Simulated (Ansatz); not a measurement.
What DFT gives for Te2PdSe6

```yaml
crystal:
  lattice:
    - [-3.92169, 3.92169, 4.03209]
    - [3.92169, -3.92169, 4.03209]
    - [3.92169, 3.92169, -4.03209]
  atoms:
    - { symbol: Pd, position: [0.00000, 0.00000, 0.00000] }
    - { symbol: Te, position: [0.75000, 0.25000, 0.50000] }
    - { symbol: Te, position: [0.25000, 0.75000, 0.50000] }
    - { symbol: Se, position: [0.79379, 0.79379, 0.58758] }
    - { symbol: Se, position: [0.79379, 0.20621, 0.00000] }
    - { symbol: Se, position: [0.20621, 0.20621, 0.41242] }
    - { symbol: Se, position: [0.20621, 0.79379, 0.00000] }
    - { symbol: Se, position: [0.65006, 0.65006, 0.00000] }
    - { symbol: Se, position: [0.34994, 0.34994, 0.00000] }
```

Level: PBE, no spin polarisation; 420 eV; 6×6×6 Γ-centred mesh; fermi-dirac occupations (width 0.1 eV); Ansatz 0.2.0, fixed geometry.

(1) Is the cell too large or too small?

(2) What do density and ELF say about some of the short contacts?

(3) Metal or insulator?

(4) What is the formation energy?

(5) Where is the largest force?

(6) Which element gives electrons and which takes them?

Origin: a known structure type with other elements, at an estimated volume, so it need not be a known compound. Caveats: many states at the Fermi level without spin polarisation, so a magnetic state may lie lower; atoms or cell far from equilibrium.

Answers

(1) The pressure is -0.9 GPa (compression positive), so with the atoms held at these fractions the cell would first shrink; the forces are large, so a full relaxation may end otherwise. The principal stresses -4.7, 1.0, 1.0 GPa differ, so its shape would change too.

(2) Pd–Se at 2.29 Å: least valence density 0.74 e/Å³ and ELF 0.41 there. Se–Se at 2.42 Å: least valence density 0.58 e/Å³ and ELF 0.62 there. Te–Se at 3.46 Å: least valence density 0.12 e/Å³ and ELF 0.28 there. Both are smooth PAW fields, read partly inside the augmentation spheres.

(3) It is a metal, with about 9.1 states/eV a cell as the mean within 0.25 eV of the Fermi level, mostly Se p (77 %) and Te p (18 %).

(4) 0.48 eV an atom against the elements' usual phases (free molecules for gases, crystals otherwise, with no correction for O₂ or N₂), so at this geometry it isn't bound against them. Relaxing would lower it.

(5) The largest is on Se5 (and as large on other atoms): 2.34 eV/Å, components (1.66, -1.66, 0.00). It makes 180° with the line to a nearest neighbour, Pd1 at 2.29 Å, pointing away from it.

(6) Bader charges in e: Te +0.26, Pd +0.07, Se -0.12 to -0.05. In the mean Te gives up most and Se takes most.
